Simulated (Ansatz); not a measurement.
This Mg2Cd3S5 structure is the end of a relaxation. The cell was found from a structure generator's guess, not taken from experiment.

All numbers below come from DFT PBE, scalar-relativistic, plane waves, PAW (Ansatz 0.2.0). Cutoff 420 eV, Γ-centred mesh, Gaussian smearing, no spin polarisation.

```yaml
crystal:
  lattice:
    - [-1.90806, 2.70138, 9.55502]
    - [1.90806, -2.70138, 9.55502]
    - [1.90806, 2.70138, -9.55502]
  atoms:
    - { symbol: Mg, position: [0.09776, 0.09776, 0.00000] }
    - { symbol: Mg, position: [0.90224, 0.90224, 0.00000] }
    - { symbol: Cd, position: [0.70160, 0.70160, 0.00000] }
    - { symbol: Cd, position: [0.50000, 0.50000, 0.00000] }
    - { symbol: Cd, position: [0.29840, 0.29840, 0.00000] }
    - { symbol: S, position: [0.19413, 0.69413, 0.50000] }
    - { symbol: S, position: [0.60059, 0.10059, 0.50000] }
    - { symbol: S, position: [0.00000, 0.50000, 0.50000] }
    - { symbol: S, position: [0.39941, 0.89941, 0.50000] }
    - { symbol: S, position: [0.80587, 0.30587, 0.50000] }
```

Energies over the elements count from the elements' standard structures at the same level, with no fitted energy shifts.

Problem. Find its symmetry and describe it.

Solution. Immm (No. 71), with Mg and Cd ordered on rock salt sites. Conventional cell: a = 3.816 Å, b = 5.403 Å, c = 19.110 Å. Mg is surrounded by 6 S at 2.65–2.70 Å; Cd on a site of symmetry mm2 has 6 S at 2.71–2.76 Å; Cd on a site of symmetry mmm has 6 S at 2.70–2.71 Å; S on a site of symmetry mm2 is surrounded by 2 Mg at 2.65 Å and 4 Cd at 2.71–2.76 Å; 2 more sites not described.

Problem. How far does it lie from the elements in energy?

Solution. −0.871 eV/atom. It lies below the elements, which doesn't yet make it stable against other compounds or structures.

Problem. Is it a metal?

Solution. No, the gap on the 10×10×10 mesh is 0.60 eV.

The last run used a 10×10×10 mesh for its 10-atom cell and Gaussian smearing of 0.02 eV. Kohn–Sham gaps at this level usually fall short of measured ones. The reference form of S is held partly by dispersion forces, which this level lacks. A structure relaxed within its symmetry needn't be a true minimum.
